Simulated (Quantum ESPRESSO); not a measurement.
**Band energies of TlBr**

```
TlBr
1.0
    2.20975    -6.22227     0.00000
    2.20975     6.22227     0.00000
    0.00000     0.00000     4.97176
Br Tl
2 2
Direct
  0.86326   0.13674   0.25000
  0.13674   0.86326   0.75000
  0.38893   0.61107   0.75000
  0.61107   0.38893   0.25000
```

norm-conserving PBEsol (Quantum ESPRESSO, 62 Ry, without SOC); path ΓXSRAZΓYX1A1TY,ZT; energies in eV from the valence-band maximum.

| k (1/Å) | point | band 16 | band 17 | band 18 | band 19 | band 20 | band 21 | band 22 | band 23 |
|---|---|---|---|---|---|---|---|---|---|
| 0.00 | Γ | -2.36 | -1.49 | -1.44 | -1.39 | -0.96 | 4.61 | 5.18 | 5.58 |
| 0.23 |  | -2.22 | -1.41 | -1.36 | -1.11 | -0.95 | 3.67 | 4.72 | 5.14 |
| 0.57 |  | -1.66 | -1.20 | -1.14 | -0.71 | -0.37 | 2.12 | 3.20 | 3.42 |
| 0.80 | X | -1.45 | -1.33 | -1.19 | -0.45 | -0.37 | 2.42 | 2.98 | 3.15 |
| 0.93 |  | -1.48 | -1.28 | -1.28 | -0.54 | -0.35 | 2.44 | 2.94 | 3.16 |
| 1.07 | S | -1.49 | -1.42 | -1.25 | -0.60 | -0.34 | 2.56 | 2.95 | 3.18 |
| 1.19 |  | -1.64 | -1.42 | -1.27 | -0.84 | -0.43 | 2.75 | 3.13 | 3.47 |
| 1.57 |  | -2.45 | -2.21 | -2.11 | -1.15 | -0.98 | 3.80 | 4.31 | 4.75 |
| 1.70 | R | -2.65 | -2.30 | -2.30 | -1.07 | -1.07 | 4.10 | 4.10 | 5.00 |
| 1.97 | A | -2.83 | -1.83 | -1.83 | -1.11 | -1.11 | 3.75 | 3.75 | 5.30 |
| 2.27 |  | -2.41 | -1.98 | -1.98 | -1.29 | -1.29 | 4.24 | 4.24 | 5.07 |
| 2.47 |  | -2.11 | -1.60 | -1.60 | -0.88 | -0.88 | 3.96 | 3.96 | 4.79 |
| 2.77 | Z | -2.08 | -1.14 | -1.14 | -0.20 | -0.20 | 3.16 | 3.16 | 4.68 |
| 3.08 |  | -1.67 | -1.34 | -1.25 | -0.88 | -0.82 | 3.71 | 4.64 | 5.02 |
| 3.30 |  | -2.19 | -1.47 | -1.37 | -1.36 | -0.97 | 4.64 | 4.82 | 5.49 |
| 3.40 | Γ | -2.36 | -1.49 | -1.44 | -1.39 | -0.96 | 4.61 | 5.18 | 5.58 |
| 3.60 |  | -2.14 | -1.65 | -1.53 | -1.25 | -0.84 | 4.23 | 4.98 | 5.43 |
| 3.91 | Y | -1.86 | -1.79 | -1.13 | -0.87 | -0.64 | 3.06 | 4.67 | 4.68 |
| 4.22 |  | -1.75 | -1.67 | -1.25 | -0.63 | -0.52 | 3.07 | 3.94 | 4.47 |
| 4.42 |  | -1.48 | -1.46 | -1.23 | -0.46 | -0.44 | 2.80 | 3.30 | 3.30 |
| 4.53 | X1 | -1.45 | -1.33 | -1.19 | -0.45 | -0.37 | 2.42 | 2.98 | 3.15 |
| 4.74 |  | -1.70 | -1.46 | -1.39 | -0.81 | -0.52 | 2.54 | 3.49 | 3.83 |
| 5.05 |  | -2.68 | -1.98 | -1.60 | -1.14 | -1.05 | 3.39 | 4.09 | 5.10 |
| 5.16 | A1 | -2.83 | -1.83 | -1.83 | -1.11 | -1.11 | 3.75 | 3.75 | 5.30 |
| 5.25 |  | -2.69 | -1.58 | -1.58 | -1.02 | -1.02 | 3.51 | 3.51 | 5.29 |
| 5.51 |  | -1.88 | -1.11 | -1.11 | -0.40 | -0.40 | 2.64 | 2.64 | 5.11 |
| 5.78 | T | -1.19 | -1.08 | -1.08 | -0.12 | -0.12 | 2.21 | 2.21 | 5.06 |
| 6.05 |  | -1.45 | -1.21 | -1.08 | -0.53 | -0.29 | 2.38 | 2.96 | 5.49 |
| 6.23 |  | -1.72 | -1.56 | -1.11 | -0.75 | -0.61 | 3.07 | 3.42 | 5.74 |
| 6.41 | Y | -1.86 | -1.79 | -1.13 | -0.87 | -0.64 | 3.06 | 4.67 | 4.68 |
| 6.41 | Z | -2.08 | -1.14 | -1.14 | -0.20 | -0.20 | 3.16 | 3.16 | 4.68 |
| 6.66 |  | -1.59 | -1.16 | -1.16 | -0.19 | -0.19 | 2.78 | 2.78 | 4.86 |
| 6.92 | T | -1.19 | -1.08 | -1.08 | -0.12 | -0.12 | 2.21 | 2.21 | 5.06 |

The PBEsol gap is direct, 2.02 eV at 14 % of the way from T to Y.

Spin-orbit coupling is left out; with 6p states at a band edge it can lower the gap by many tenths of an eV, most of a small gap.

Geometry of the Materials Project entry, not relaxed at this level.

This is not the ordinary phase of the substance; no match was found in the copy of COD used, and its stability was not checked.

Letters of k points follow the standard setting of the lattice, whose axes may be ordered differently from the printed cell.
